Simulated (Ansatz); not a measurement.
Theory: Ansatz 0.2.0, DFT PBE, scalar-relativistic, plane waves, PAW. Settings: cutoff 420 eV, Γ-centred meshes spaced at most about 0.3 Å⁻¹, and about 0.25 Å⁻¹ or finer for metals (2π included), Gaussian smearing. No spin polarisation in the final relaxations.

All energies are static (0 K, no zero-point motion). All come from trial cells, and lower structures may exist.

**Question.** Which of these relaxed structures of SnGe3Te4 is the lowest in energy?
A.

```
CELL_PARAMETERS angstrom
4.32634 -6.11213 0.00000
4.32634 6.11213 0.00000
0.00000 0.00000 4.32005
ATOMIC_POSITIONS crystal
Sn 0.00000 0.00000 0.50000
Ge 0.00000 0.50000 0.00000
Ge 0.50000 0.50000 0.50000
Ge 0.50000 0.00000 0.00000
Te 0.73802 0.73802 0.00000
Te 0.74407 0.25593 0.50000
Te 0.25593 0.74407 0.50000
Te 0.26198 0.26198 0.00000
```

B.

```
CELL_PARAMETERS angstrom
7.46399 0.00000 0.00000
0.00000 4.29586 0.00000
-2.46752 0.00000 7.37531
ATOMIC_POSITIONS crystal
Sn 0.00510 0.00000 0.01200
Ge 0.01051 0.50000 0.52672
Ge 0.50647 0.00000 0.51525
Ge 0.50954 0.50000 0.03387
Te 0.73553 0.50000 0.71586
Te 0.73332 0.00000 0.23446
Te 0.24321 0.00000 0.72114
Te 0.25633 0.50000 0.24068
```

**Answer.** B. It has Sn and Ge ordered on rock salt sites, space group Pm (No. 6); the next, A, with Sn and Ge ordered on rock salt sites, space group Cmmm (No. 65), lies 15 meV/atom higher. Counting Ge or Te atoms around Sn (for each partner element, those within 1.25 times its shortest distance or 1.15 times the sum of covalent radii, where it is the nearest in units of that sum or under 1.3), the lowest and the next both have Sn 6.

Spin–orbit coupling, which can matter for Te, is left out. Cells relaxed within their symmetry can be saddle points. The Pm cell of SnGe3Te4 came from shaking the Cmmm one. Some structure types and database cells were kept out of the candidates from the start, so a known form may be missing.
